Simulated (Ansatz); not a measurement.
Values for one crystal, relaxed and computed with the program Ansatz at the LDA level (PAW); other levels are named.

| Property | Result |
|---|---|
| Volume per atom | 14.72 Å³ |
| Electronic character | metallic (no gap) |
| Hill bulk and shear moduli | 311 and 95.2 GPa |
| Zone-centre stability | no imaginary mode at Γ |
| Formation energy from the elements (no fitted shifts) | -0.20 eV/atom |
| Elastic constants (relaxed ions, GPa) | C11 = 401, C12 = 314, C13 = 201, C33 = 566, C44 = 153 |
| Pressure derivative B′ | 4.7 |

Task: Pick the material that matches.
(A) MoPt, P-6m2 (Mo on 1e, Pt on 1d)
(B) Ga2Pt, fluorite or antifluorite type
(C) ScAl2, cubic Laves (MgCu2 type)
(D) AlNi, CsCl type

Result: A, MoPt, P-6m2 (Mo on 1e, Pt on 1d)

The workflow started from a Materials Project entry (that database holds measured and hypothetical structures alike); the Crystallography Open Database copy checked does not list it. With Mo and Pt taken as one species the cell has the higher symmetry P6_3/mmc, so it may be an ordered model of a mixed-site phase. Its standing as an ambient phase is unchecked. Symmetry was held in the LDA relaxation. No spin polarisation was allowed. As this level gives no gap, shear constants depend on the k-mesh and smearing (Fermi–Dirac, 0.1 eV here). On the denser mesh and wider smearing of the elastic run this cell carries a stress of 0.4 GPa. The references are the lowest solids computed at this level, not always the standard phases. Spin–orbit coupling is left out wherever it is not named.

Potentials: the later of the program's two PAW sets.
